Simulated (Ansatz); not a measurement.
Mn$_{3}$RhN:
```
CELL_PARAMETERS angstrom
      3.70561     0.00000     0.00000
      0.00000     3.70561     0.00000
      0.00000     0.00000     3.70561
ATOMIC_POSITIONS crystal
  Rh 0.00000 0.00000 0.00000
  Mn 0.00000 0.50000 0.50000
  Mn 0.50000 0.00000 0.50000
  Mn 0.50000 0.50000 0.00000
  N  0.50000 0.50000 0.50000
```

Relaxed with PBEsol. Special points in fractions of this cell's reciprocal vectors: Γ (0.000, 0.000, 0.000); X (0.000, 0.500, 0.000); M (0.500, 0.500, 0.000); R (0.500, 0.500, 0.500).

Problem. List the band energies nearest the Fermi level at these points for PBEsol (plane waves, PAW; program Ansatz).

Solution. In eV from the Fermi level; about four levels below and three above (degenerate sets whole), none deeper than 8.9 eV; points with the same levels are listed once.

| k | below | above |
|---|---|---|
| Γ | -1.99 -1.99 -1.99 -0.50 -0.50 | 0.62 0.62 1.01 1.01 1.01 |
| X | -0.95 -0.47 -0.40 -0.40 | 0.12 0.42 0.72 0.72 |
| M | -0.53 -0.53 -0.52 -0.29 | 0.03 1.07 1.42 |
| R | -1.54 -1.54 -1.54 -0.04 -0.04 -0.04 | 0.41 0.41 0.41 |

Space group Pm-3m (anti-perovskite). The workflow started from an entry of the Crystallography Open Database (COD). Whether it is the stable phase at ambient conditions was not checked. Symmetry was held in the PBEsol relaxation. At this level the phase is dynamically unstable (imaginary phonons). The workflow began spin-polarised and lost its moments. The volume moved by -17 % from the start of the relaxation. The volume fell by over 15 % from the filed cell, which may lack light atoms or belong to other conditions. Spin–orbit coupling is left out wherever it is not named.

Potentials: the later of the program's two PAW sets.
